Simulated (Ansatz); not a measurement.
Re2B:
```xyz
6
Lattice="4.1385 0.0000 0.0000 -2.0692 3.5840 0.0000 0.0000 0.0000 4.8645" Properties=species:S:1:pos:R:3 pbc="T T T"
B      0.0000     2.3893     1.2161
B      2.0692     1.1947     3.6483
Re     0.0000     0.0000     0.0000
Re     0.0000     0.0000     2.4322
Re     0.0000     2.3893     3.6483
Re     2.0692     1.1947     1.2161
```

Relaxed with PBEsol. Special points in fractions of this cell's reciprocal vectors: Γ (0.000, 0.000, 0.000); M (0.500, 0.000, 0.000); K (0.333, 0.333, 0.000); A (0.000, 0.000, 0.500); L (0.500, 0.000, 0.500); H (0.333, 0.333, 0.500).

Q: List the band energies nearest the Fermi level at these points for DFT-PBEsol in the program Ansatz with PAW potentials.

A: In eV from the Fermi level; about four levels below and three above (degenerate sets whole), none deeper than 8.9 eV; points with the same levels are listed once.

| k | below | above |
|---|---|---|
| Γ | -4.50 -4.50 -0.59 -0.59 -0.38 | 0.69 0.93 0.93 |
| M | -2.38 -1.32 -1.29 -0.83 | 0.75 0.82 0.95 |
| K | -1.66 -1.31 -0.95 -0.95 | 0.17 0.46 0.46 |
| A | -4.47 -4.47 -4.47 -4.47 -1.64 -1.64 | 0.68 0.68 0.68 0.68 |
| L | -0.28 -0.28 -0.05 -0.05 | 0.95 0.95 1.78 1.78 |
| H | -1.70 -1.70 -0.11 -0.11 | 0.08 0.08 1.34 1.34 |

Space group P6_3/mmc. A made-up cell: these elements were put on the sites of a structure type; neither database checked (COD, Materials Project) lists it. Its standing as an ambient phase is unchecked. The PBEsol relaxation kept the symmetry of its start; whether a distortion lowers the energy is not shown. The run is not spin-polarised. Spin–orbit coupling is left out wherever it is not named.

Potentials: the earlier of the program's two PAW sets. The files were generated under PBE; for other functionals the program regenerates the frozen cores, and for LDA and PBEsol the local potential too.
